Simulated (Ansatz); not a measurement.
# Data sheet: SiO2 (DFT)

SiO$_{2}$:
```yaml
crystal:
  lattice:
    - [4.92105, 0.00000, 0.00000]
    - [-2.46052, 4.26175, 0.00000]
    - [0.00000, 0.00000, 5.41657]
  atoms:
    - { symbol: Si, position: [0.53103, 0.53103, 0.00000] }
    - { symbol: Si, position: [0.46897, 0.00000, 0.33333] }
    - { symbol: Si, position: [0.00000, 0.46897, 0.66667] }
    - { symbol: O, position: [0.26904, 0.41321, 0.78458] }
    - { symbol: O, position: [0.58679, 0.85583, 0.11792] }
    - { symbol: O, position: [0.14417, 0.73096, 0.45125] }
    - { symbol: O, position: [0.41321, 0.26904, 0.21542] }
    - { symbol: O, position: [0.85583, 0.58679, 0.88208] }
    - { symbol: O, position: [0.73096, 0.14417, 0.54875] }
```

Space group P3_121 (No. 152); conventional cell a = b = 4.9210 Å, c = 5.4166 Å, α = β = 90.00°, γ = 120.00°.

Method: r²SCAN in the plane-wave PAW code Ansatz. Structure relaxed to zero pressure with the same functional. Other levels are named where they apply.

Cell and energy:

```yaml
volume_per_atom: 12.62 Å³
density: 2.63 g/cm³
Formation energy from the elements (no fitted shifts): -2991 meV/atom
```

Electronic structure:

```yaml
band_gap: 6.60 eV (indirect)
valence_band_maximum: at K
conduction_band_minimum: at Γ
smallest_direct_gap_on_the_standard_path: 6.89 eV
```

Symmetry was held in the r²SCAN relaxation. The references are the lowest solids computed at this level, not always the standard phases (solids in place of the gases).

Potentials: the earlier of the program's two PAW sets. The files were generated under PBE; for other functionals the program regenerates the frozen cores, and for LDA and PBEsol the local potential too.
